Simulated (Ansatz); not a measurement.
SrGe₂Ir₂:
```yaml
crystal:
  lattice:
    - [-2.09965, 2.09965, 5.40076]
    - [2.09965, -2.09965, 5.40076]
    - [2.09965, 2.09965, -5.40076]
  atoms:
    - { symbol: Sr, position: [0.00000, 0.00000, 0.00000] }
    - { symbol: Ge, position: [0.36862, 0.36862, 0.00000] }
    - { symbol: Ge, position: [0.63138, 0.63138, 0.00000] }
    - { symbol: Ir, position: [0.25000, 0.75000, 0.50000] }
    - { symbol: Ir, position: [0.75000, 0.25000, 0.50000] }
```

This is the r²SCAN-relaxed structure.

Task: All from the program Ansatz at the r²SCAN level (PAW), unless another level is named. Give the electronic character.

Result: metallic (no gap).

Task: Predict the density of states at the Fermi level.

Result: 0.23 states/eV per atom (mean over ±0.08 eV).

Task: And the formation energy from the elements (no fitted shifts)?

Result: -0.72 eV/atom.

Space group I4/mmm. The first step of the workflow began from a Materials Project structure, measured or hypothetical; the Crystallography Open Database copy checked does not list it. Its standing as an ambient phase is unchecked. The cell was relaxed with r²SCAN under the symmetry of its start; whether a distortion lowers the energy is not shown. No spin polarisation was allowed. The references are the lowest solids computed at this level, not always the standard phases. Spin–orbit coupling is left out wherever it is not named.

Potentials: the later of the program's two PAW sets.
